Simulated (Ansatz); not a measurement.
**Molecular dynamics of CdPt**

Computed with Ansatz (plane waves, PAW, 420 eV cutoff): PBEsol, scalar-relativistic, no spin polarisation, 3×3×4 k-mesh, Gaussian smearing of 0.05 eV. The datasets are Ansatz's generated set soft_2.

The chain of runs began from a structure of the Materials Project database, expanded in volume; all values here are this work's own. Such entries can be computed or ordered models and not known phases.

A 2×2×1 supercell of the relaxed crystal (8 atoms) starts from its ideal positions with Maxwell–Boltzmann velocities for 900 K; NVT with a Langevin thermostat, time step 1.5 fs.

```xyz
8
Lattice="5.858 0.000 0.000 0.000 5.858 0.000 0.000 0.000 3.872" Properties=species:S:1:pos:R:3 pbc="T T T"
Cd    2.929    0.000    0.000
Pt    1.464    1.464    1.936
Cd    2.929    2.929    0.000
Pt    1.464    4.393    1.936
Cd    5.858    0.000    0.000
Pt    4.393    1.464    1.936
Cd    5.858    2.929    0.000
Pt    4.393    4.393    1.936
```

**Question.** How do temperature, potential energy and pressure develop over the first steps?

**Answer.** Kinetic energy flows into the lattice: the temperature goes from 788 K to a minimum of 353 K at 24 fs and stands at 394 K after 45 fs, with the potential energy 76 meV/atom over the start. Starting from the bottom of their wells, the modes swing together and trade kinetic for potential energy, and the thermostat adds or takes energy besides: kinetic plus potential energy has changed by 25 meV/atom at the last step. On so few atoms its random kicks make the temperature jump from step to step. The run is far too short for thermal averages. The temperature counts 3N degrees of freedom, and the pressure holds the kinetic part.

```
t (fs)  T (K)  E_pot − E_pot(0) (meV/atom)  P (GPa)  rms shift (Å)
   0.0    788                          0.0     0.42          0.000
   1.5    725                          0.2     0.38          0.006
   3.0    761                          0.8     0.43          0.011
   4.5    812                          1.7     0.51          0.017
   6.0    764                          3.1     0.53          0.023
   7.5    756                          4.7     0.59          0.028
   9.0    711                          6.7     0.64          0.034
  10.5    613                          8.9     0.65          0.039
  12.0    524                         11.2     0.67          0.043
  13.5    480                         13.6     0.74          0.048
  15.0    446                         16.1     0.81          0.052
  16.5    473                         18.7     0.94          0.056
  18.0    503                         21.3     1.09          0.060
  19.5    502                         24.0     1.21          0.064
  21.0    487                         26.8     1.32          0.068
  22.5    450                         29.8     1.43          0.072
  24.0    353                         32.6     1.47          0.075
  25.5    379                         35.1     1.60          0.078
  27.0    386                         37.5     1.71          0.082
  28.5    391                         40.2     1.83          0.085
  30.0    416                         43.1     1.97          0.088
  31.5    425                         46.0     2.11          0.092
  33.0    469                         49.0     2.27          0.095
  34.5    512                         52.1     2.43          0.099
  36.0    402                         55.0     2.46          0.102
  37.5    447                         58.1     2.62          0.105
  39.0    463                         61.7     2.78          0.109
  40.5    447                         65.4     2.91          0.112
  42.0    451                         69.0     3.06          0.115
  43.5    401                         72.6     3.16          0.118
  45.0    394                         75.7     3.28          0.121
```

**Question.** At t = 45.0 fs the atoms stand as follows. Give the forces (eV/Å).
```xyz
8
Lattice="5.858 0.000 0.000 0.000 5.858 0.000 0.000 0.000 3.872" Properties=species:S:1:pos:R:3 pbc="T T T"
Cd    2.917    0.076    0.030
Pt    1.408    1.436    1.891
Cd    3.024    2.992   -0.117
Pt    1.450    4.422    2.012
Cd    5.915   -0.026    0.001
Pt    4.449    1.562    1.911
Cd    5.756    2.742   -0.078
Pt    4.401    4.404    1.984
```

**Answer.** 
```tsv
atom	Fx	Fy	Fz
Cd1	0.43	-0.21	-0.09
Pt2	0.82	0.60	0.13
Cd3	-1.45	-0.18	1.07
Pt4	0.04	-0.57	-0.73
Cd5	-0.64	-0.67	0.16
Pt6	-1.16	-1.52	-0.55
Cd7	1.69	1.80	0.78
Pt8	0.27	0.74	-0.78
```

These numbers lack spin–orbit coupling. The k-mesh is coarse, so small energy differences aren't converged.
